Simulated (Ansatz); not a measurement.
What a trial cell of Al₃TeO₄ relaxes into

All numbers below come from DFT PBE, scalar-relativistic, plane waves, PAW (Ansatz). Cutoff 420 eV, Gaussian smearing, Γ-centred meshes. Cell and atoms relax first on a coarse mesh and then on a finer one. In between, the cell is made exact in the group found at 0.06 Å. In metals the finer mesh still leaves noise of several meV/atom or more. The steps can't lower the symmetry of their start. No spin polarisation.

The cell of Al₃TeO₄ is invented: random cell by space group and Wyckoff sites (Pm-3m, No. 221). Lengths were set from tabulated atomic sizes, so they are only a guess.

Space group Pm-3m (No. 221). a = 6.285 Å, b = 6.285 Å, c = 6.285 Å, α = 90.00°, β = 90.00°, γ = 90.00°
```tsv
atom	site	symmetry	x	y	z
Al	3d	4/mm.m	0.5000	0.0000	0.0000
Te	1a	m-3m	0.0000	0.0000	0.0000
O	3c	4/mm.m	0.0000	0.5000	0.5000
O	1b	m-3m	0.5000	0.5000	0.5000
```

The zero of energy is the elements' standard structures at the same level (O₂ as a molecule); no fitted shifts are applied.

**Question.** Describe the relaxed structure.

**Answer.** The symmetry stays Pm-3m (No. 221). The volume per atom shrinks by 53.6 %, from 31.0 to 14.4 Å³. The shortest distance goes from 3.14 Å (Al–O, Al–Te and O–O) to 2.43 Å (Al–O, Al–Te and O–O). The energy falls by about 1.2 eV/atom (the start's value is from the coarse mesh). Conventional cell: a = 4.866 Å. Al is surrounded by 2 Te at 2.43 Å and 4 O at 2.43 Å; Te is surrounded by 6 Al at 2.43 Å; around O on a site of symmetry 4/mmm lie 2 O at 2.43 Å and 4 Al at 2.43 Å; O on a site of symmetry m-3m is surrounded by 6 O at 2.43 Å (long contacts).

Space group Pm-3m (No. 221). a = 4.866 Å, b = 4.866 Å, c = 4.866 Å, α = 90.00°, β = 90.00°, γ = 90.00°
| atom | site | symmetry | x | y | z |
| --- | --- | --- | --- | --- | --- |
| Al | 3d | 4/mm.m | 0.5000 | 0.0000 | 0.0000 |
| Te | 1a | m-3m | 0.0000 | 0.0000 | 0.0000 |
| O | 3c | 4/mm.m | 0.0000 | 0.5000 | 0.5000 |
| O | 1b | m-3m | 0.5000 | 0.5000 | 0.5000 |

**Question.** How does it come out in energy, and is it a metal?

**Answer.** The formation energy is +0.21 eV/atom and the gap on the 8×8×8 mesh of the 8-atom cell is 0 eV (a metal).

A positive value: parting into the elements would lower its energy.

The last run used Gaussian smearing of 0.10 eV. These runs have no spin–orbit coupling, which can matter for Te. An odd number of electrons in the primitive cell allows no gap without spin; a larger cell or a magnetic state could open one. The cell is a metal run without spin; a magnetic state may lie lower. The reference form of Te is held partly by dispersion forces, which this level lacks. Symmetry constrained the relaxation, so the result can be a saddle point.
